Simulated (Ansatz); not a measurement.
TiS$_{2}$ (CdI2 type)

```
TiS2
1.0
    3.36059     0.00000     0.00000
   -1.68029     2.91036     0.00000
    0.00000     0.00000     5.52244
Ti S
1 2
Direct
  0.00000   0.00000   0.00000
  0.33333   0.66667   0.25857
  0.66667   0.33333   0.74143
```

This relaxed cell (volume V₀) is scaled evenly in all directions, its shape held. The atoms relax within the cell's symmetry.

Level of theory: PBE-D3(BJ) (plane waves to 420 eV, PAW, scalar-relativistic; Ansatz, an electronic-structure program). k mesh 16×16×9 (Γ-centred), Fermi-Dirac smearing 0.05 eV. E stands for the smeared free energy. Compression counts positive. At this level the bands of TiS2 touch or barely overlap. TiS2 is run without spin polarisation. TiS2 was relaxed with its symmetry unable to fall. ΔE is measured from the relaxed starting cell.

Q: What ΔE (eV/atom) and P (GPa) does the calculation give at V/V₀ = 0.940, 0.960, 0.990, 1.050, 1.060?

A: 
```tsv
V/V₀	ΔE (eV/atom)	P (GPa)
0.940	0.011	3.6
0.960	0.005	2.2
0.990	0.000	0.5
1.050	0.006	-2.2
1.060	0.009	-2.6
```

(Under strain, the slope of the energy per volume gives the stress and its curvature an elastic modulus.)
